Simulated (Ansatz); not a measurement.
Ti4AlN3 (space group P6_3/mmc)

```
Ti4AlN3
1.0
    2.96257     0.00000     0.00000
   -1.48128     2.56566     0.00000
    0.00000     0.00000    23.26386
Ti Al N
8 2 6
Direct
  0.33333   0.66667   0.44627
  0.66667   0.33333   0.55373
  0.66667   0.33333   0.94627
  0.33333   0.66667   0.05373
  0.00000   0.00000   0.65396
  0.00000   0.00000   0.34604
  0.00000   0.00000   0.15396
  0.00000   0.00000   0.84604
  0.66667   0.33333   0.75000
  0.33333   0.66667   0.25000
  0.66667   0.33333   0.10544
  0.33333   0.66667   0.89456
  0.33333   0.66667   0.60544
  0.66667   0.33333   0.39456
  0.00000   0.00000   0.50000
  0.00000   0.00000   0.00000
```

E(V) scan at fixed shape, V₀ the volume above. The atoms relax within the cell's symmetry.

Computed with PBEsol (plane waves to 420 eV, PAW, scalar-relativistic; Ansatz, an electronic-structure program). k mesh 14×14×2 (Γ-centred), Fermi-Dirac smearing 0.05 eV. The energy includes the smearing's −TS. Compression counts positive. With the shape held, the modulus is that of even scaling; a crystal free to change shape is softer. At this level the bands of Ti4AlN3 touch or barely overlap. Ti4AlN3 is run without spin polarisation. Ti4AlN3 was relaxed with its symmetry unable to fall. ΔE is measured from the relaxed starting cell. The last digit holds for this mesh only.

| V (Å³/atom) | ΔE (meV/atom) |
|---|---|
| 9.947 | 88.0 |
| 10.168 | 54.2 |
| 10.389 | 29.4 |
| 10.610 | 12.6 |
| 10.831 | 3.0 |
| 11.052 | 0.0 |
| 11.273 | 2.8 |
| 11.494 | withheld |
| 11.715 | 23.6 |
| 11.936 | 40.6 |
| 12.157 | 61.3 |

Problem. Fit a third-order Birch-Murnaghan form (E₀, V₀, B₀, B₀′ free) to the given rows and predict ΔE at V = 11.494.

Solution. Least squares on the 10 given rows: ΔE = E₀ + (9V₀B₀/16)·y²·[2 + (B₀′ − 4)y], y = (V₀/V)^(2/3) − 1, with V₀ = 11.053 Å³/atom, B₀ = 211.2 GPa (160.2 GPa = 1 eV/Å³; the term in eV is multiplied by 1000), B₀′ = 4.36, E₀ = 0.01 meV/atom; root-mean-square residual 0.04 meV/atom. At 11.494 the fit gives 10.8 meV/atom; the calculation gives 10.9 meV/atom, so the interpolation is off by -0.1 (-0.9 %). For the pressure the fit gives -7.6 GPa against the computed -7.6 GPa.

(A scan under strain: stresses follow from slopes of the energy per volume, elastic moduli from its curvatures.)
